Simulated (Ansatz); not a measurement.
This guess for Zn₄SiN is about to be relaxed.

```
Zn Si N
1.0
     4.02026    0.00000    0.00000
     0.00000    4.02026    0.00000
     0.00000    0.00000    5.69772
Zn Si N
4 1 1
Direct
  0.50000 0.00000 0.75658
  0.00000 0.50000 0.24342
  0.50000 0.00000 0.24342
  0.00000 0.50000 0.75658
  0.50000 0.50000 0.50000
  0.00000 0.00000 0.00000
```

Level of theory: DFT PBE, scalar-relativistic, plane waves, PAW in Ansatz 0.2.0. Cutoff 420 eV, Gaussian smearing, Γ-centred meshes. Cell and atoms relax first on a coarse mesh and then on a finer one. In between, the cell is made exact in the group found at 0.06 Å. In metals the finer mesh still leaves noise of several meV/atom or more. The steps can't lower the symmetry of their start. No spin polarisation in the relaxation; trial moments died out in a coarse test.

A guess keeps its type if space group and coordination stay and the shape of the cell changes little (axis ratios within about 15 %, angles within 6°); the volume may change.

Task: Does it keep its structure type, or change into something else?

Result: It keeps its type. The symmetry stays P4/mmm (No. 123). The volume per atom shrinks by 3.2 %, from 15.3 to 14.9 Å³. The shortest distance goes from 2.44 Å (Zn–N) to 2.38 Å (Zn–N). The ratio c/a of the conventional cell changes by a factor of 0.99. Counting neighbours within 15 % of an atom's shortest distance, the start has N 8, Si 8, Zn 5 and the end N 8, Si 8, Zn 5.

The last run used a 10×10×8 mesh (in the run's order of axes) for its 6-atom cell and Gaussian smearing of 0.10 eV. Symmetry constrained the relaxation, so the result can be a saddle point.
